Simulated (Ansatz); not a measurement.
Ansatz (a program for electronic structure) input:

Ansatz 0.2 input:
```yaml
crystal:
  lattice:
    - [-2.0669151017, 2.0669151017, 2.920867864]
    - [2.0669151017, -2.0669151017, 2.920867864]
    - [2.0669151017, 2.0669151017, -2.920867864]
  atoms:
    - { symbol: Pb, position: [0.0, 0.0, 0.0] }
    - { symbol: S, position: [0.5, 0.5, 0.0] }
kpoints:
  mp_grid: { grid: [9, 9, 9] }
hamiltonian:
  xc: lda
  pseudopotentials: { azcp: { folder: ./paw }, kind: paw }
scf:
  occupations: { method: fixed }
elastic: { mode: relaxed_ion, stencil: two_point, amplitude: 0.005, f_tol: 0.0005 }
```

Output (shortened):

```
Pseudopotential: Pb, paw, valence charge 14
Pseudopotential: S, paw, valence charge 6
Functional definition: SPW92
Crystal: 2 atoms, lattice volume = 49.913 Å³
Basis set: ecut = 420 eV, 941 PW (Γ)
Bands: 14, of which v1, the nominal top of the filled ones, is band 10 counted from 1 (9 counted from 0)
Symmetry: 16 space group operations
Space group: I4/mmm (ITA 139), of the structure as read, at distance tolerance 3.7e-5 Å
k-points: 75 of 729
SCF 1 converged in 10 iterations: F = -12474.744139 eV  dr2 = 3.23e-14
Crystal: 2 atoms, lattice volume = 49.664 Å³
Symmetry: 8 space group operations
k-points: 125 of 729
SCF 2 converged in 8 iterations: F = -12474.743776 eV  dr2 = 1.10e-15
Crystal: 2 atoms, lattice volume = 50.163 Å³
Basis set: ecut = 420 eV, 949 PW (Γ)
SCF 3 converged in 6 iterations: F = -12474.743659 eV  dr2 = 2.46e-15
Crystal: 2 atoms, lattice volume = 49.664 Å³
SCF 4 converged in 8 iterations: F = -12474.743383 eV  dr2 = 9.99e-16
Crystal: 2 atoms, lattice volume = 50.163 Å³
SCF 5 converged in 6 iterations: F = -12474.743629 eV  dr2 = 1.36e-14
Crystal: 2 atoms, lattice volume = 49.913 Å³
Symmetry: 4 space group operations
k-points: 205 of 729
SCF 6 converged in 7 iterations: F = -12474.744062 eV  dr2 = 9.97e-15
Crystal: 2 atoms, lattice volume = 49.913 Å³
SCF 7 converged in 5 iterations: F = -12474.744062 eV  dr2 = 2.72e-14
Crystal: 2 atoms, lattice volume = 49.913 Å³
SCF 8 converged in 7 iterations: F = -12474.743862 eV  dr2 = 3.27e-14
Crystal: 2 atoms, lattice volume = 49.913 Å³
SCF 9 converged in 6 iterations: F = -12474.743862 eV  dr2 = 4.47e-15
SCF converged after 10 iterations
Free energy (F): -12474.744139 eV
Harris-Foulkes:  -12474.744139 eV  (|F-HF|=1.09e-11)
Internal energy: -12474.744139 eV  (E = F + TS)
E sigma→0 (E₀):  -12474.744139 eV
Fermi energy:    8.723981 eV
--- Per-component energies (eV) ---
  E_band       = -47.035558
  E_kinetic    = 398.735613
  E_local      = -1160.576075  (includes V_loc(G=0)·N_el)
  E_nonlocal   = 344.946196
  E_hartree    = 435.428498
  E_xc         = -293.749432
  E_vxc        = -223.130199  (∫ρ·V_xc dr)
  E_paw        = -10663.762177  (= ΣΔE_a)
  E_vpaw       = -277.868088  (= ΣTr[D̂ρ^β])
  E_aug_tail   = -0.000007  (compensation charges beyond the density's cutoff)
  E_ewald      = -1535.842328
  E_core_change = 0.075574  (= ΣΔE_core)
  E_smearing   =  0.000000  (= −TS)
  E_closure    = 0.000000  (closes the sum)
  Σ components = -12474.744139   (vs F -12474.744139, Δ=0.00e0)
--- Forces (eV/Å), atoms counted from 1 ---
  atom   1  Pb     0.00000000     0.00000000     0.00000000
  atom   2  S      0.00000000     0.00000000     0.00000000
  max |Σ_I F_I| component: 0.0 eV/Å
--- Stress (GPa, compression-positive) ---
       -0.040355       0.000000       0.000000
        0.000000      -0.040355       0.000000
        0.000000       0.000000       0.069425
  P = ⅓ Tr σ = -0.0038 GPa (-0.038 kbar)
--- Band table (eV; the first three rows and the last of 75) ---
  k-point 0: bands = ["-7.8381", "-7.8380", "-7.8380", "-7.8314", "-7.8310", "-5.0260", "2.9116", "6.5908", "6.5972", "6.5972", "14.1640", "14.1640", "14.1819", "15.4872"]
  k-point 1: bands = ["-7.8436", "-7.8418", "-7.8298", "-7.8297", "-7.8275", "-4.8695", "2.4275", "6.4186", "6.4253", "7.3444", "12.1909", "13.8130", "13.8277", "14.6436"]
  k-point 2: bands = ["-7.8902", "-7.8513", "-7.8181", "-7.8083", "-7.8081", "-4.4075", "1.7081", "5.9949", "6.0023", "7.5158", "11.0046", "13.6204", "13.7630", "13.7781"]
  k-point 74: bands = ["-8.0194", "-7.8645", "-7.8052", "-7.7679", "-7.7651", "-3.0857", "1.3037", "3.4255", "5.3330", "5.4809", "12.5998", "14.2645", "14.4586", "14.5424"]
--- Elastic constants: 4 strain directions × 2 members + reference (group order 16) ---
  dense FFT box of the reference and of every strained cell: 30×30×30
  strains applied: 11, 33, 23, 12; error gains …
  C = ∂σ_k/∂η_j (tension-positive GPa; Voigt order 11 22 33 23 13 12):
       109.242     68.332     15.890      0.000      0.000      0.000
        68.332    109.242     15.890      0.000      0.000      0.000
        15.999     15.999    163.032      0.000      0.000      0.000
         0.000      0.000      0.000     20.471      0.000      0.000
         0.000      0.000      0.000      0.000     20.471      0.000
         0.000      0.000      0.000      0.000      0.000     72.888
  reference stress σ⁰ (GPa):      0.040      0.040     -0.069      0.000      0.000      0.000
  moduli (Voigt/Reuss/Hill, GPa): K = 64.66/64.66/64.66   G = 41.52/28.74/35.13   E = 89.23   ν = 0.270
  mechanically stable: yes (min eigenvalue of sym C = 20.47 GPa)
  strain η (Voigt 11):  stress-route row diagonal C_11 = 109.24 GPa, energy-path curvature d²(F+E_count+ΔE)/dδ²/Ω₀ = 109.24 GPa
         δ    σ_11 (GPa)             F (eV)   n_scf  n_hpsi   n_pw
    -5.000e-3      -0.5131      -12474.7437762       8   34872    983   relax 0 steps, max|allowed force component| 0.0 eV/Å
     5.000e-3       0.5793      -12474.7436592       6   28885    996   relax 0 steps, max|allowed force component| 0.0 eV/Å
  strain η (Voigt 33):  stress-route row diagonal C_33 = 163.03 GPa, energy-path curvature d²(F+E_count+ΔE)/dδ²/Ω₀ = 163.00 GPa
         δ    σ_33 (GPa)             F (eV)   n_scf  n_hpsi   n_pw
    -5.000e-3      -0.9101      -12474.7433830       8   21016    981   relax 0 steps, max|allowed force component| 0.0 eV/Å
     5.000e-3       0.7202      -12474.7436290       6   17683   1002   relax 0 steps, max|allowed force component| 0.0 eV/Å
  strain η (Voigt 23):  stress-route row diagonal C_44 = 20.47 GPa, energy-path curvature d²(F+E_count+ΔE)/dδ²/Ω₀ = 20.48 GPa
         δ    σ_23 (GPa)             F (eV)   n_scf  n_hpsi   n_pw
    -5.000e-3      -0.1024      -12474.7440622       7   51432    986   relax 0 steps, max|allowed force component| 0.0 eV/Å
     5.000e-3       0.1024      -12474.7440622       5   46892    986   relax 0 steps, max|allowed force component| 0.0 eV/Å
  strain η (Voigt 12):  stress-route row diagonal C_66 = 72.89 GPa, energy-path curvature d²(F+E_count+ΔE)/dδ²/Ω₀ = 72.87 GPa
         δ    σ_12 (GPa)             F (eV)   n_scf  n_hpsi   n_pw
    -5.000e-3      -0.3644      -12474.7438622       7   33989    986   relax 0 steps, max|allowed force component| 0.0 eV/Å
     5.000e-3       0.3644      -12474.7438622       6   28560    986   relax 0 steps, max|allowed force component| 0.0 eV/Å
```

Cost: roughly 22 core-seconds on shared cores.

Space group Fm-3m (rock salt). The LDA relaxation kept the symmetry of its start. At this level the phase is dynamically unstable (imaginary phonons). Point labels and valley counts follow the cell and symmetry of the run, lower than the named group. Scalar-relativistic: spin–orbit coupling is off unless named, which matters more the heavier the elements.

Potentials: the earlier of the program's two PAW sets. The files were generated under PBE; for other functionals the program regenerates the frozen cores, and for LDA and PBEsol the local potential too.

Ansatz is a plane-wave DFT program.
